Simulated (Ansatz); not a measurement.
## What internal relaxation does to the elastic constants of GaSbAs₂

Computed with Ansatz 0.2.0, DFT PBEsol, scalar-relativistic, plane waves, PAW. Plane waves to 420 eV; Γ-centred k mesh 10×10×6; Fermi-Dirac smearing of 0.15 eV. No spin polarisation.

The cell, relaxed at this level:
```
Ga Sb As
1.0
     4.06986    0.00000    0.00000
     0.00000    4.06986    0.00000
     0.00000    0.00000    6.59425
Ga Sb As
1 1 2
Direct
  0.50000 0.50000 0.00000
  0.00000 0.00000 0.50000
  0.50000 0.00000 0.78717
  0.00000 0.50000 0.21283
```

The cell was built by swapping an element in a database structure (itself possibly hypothetical) and relaxing; it need not be the stable form of this composition. In a metal, frequencies and elastic constants depend on the k mesh and the smearing, soft modes and shear constants most.

Clamped-ion constants (GPa, Voigt order; atoms follow the strain homogeneously):
```
 68.0  19.2  47.2   0.0   0.0   0.0
 19.2  68.0  47.2   0.0   0.0   0.0
 47.2  47.2 100.7   0.0   0.0   0.0
  0.0   0.0   0.0  16.5   0.0   0.0
  0.0   0.0   0.0   0.0  16.5   0.0
  0.0   0.0   0.0   0.0   0.0  -1.1
```

Question: What are the constants once the atoms relax in each strained cell?

Answer:
C11 = 60.8, C12 = 26.4, C13 = 47.2, C22 = 60.8, C23 = 47.2, C33 = 98.6, C44 = -50.0, C55 = -50.0, C66 = -1.1 GPa; the others vanish.
The Voigt shear modulus goes from 14.6 to -13.6 GPa and the Voigt bulk modulus from 51.6 to 51.3 GPa. Relaxation subtracts ΛᵀK⁻¹Λ/V, with Λ the forces that a strain puts on the atoms and K the zone-centre force constants. At a stable cell this can only lower the diagonal constants, and it acts only for strains that share their symmetry with an optical mode; elsewhere, and where the coupling is weak, the constants hardly move. The least eigenvalue of the relaxed constants is -49.9 GPa, so this cell isn't stable against every strain.

Cost: 2 runs of about 26 core-minutes in all, on Arm Neoverse V2, Intel Xeon 6975P-C (Granite Rapids) (shared hosts).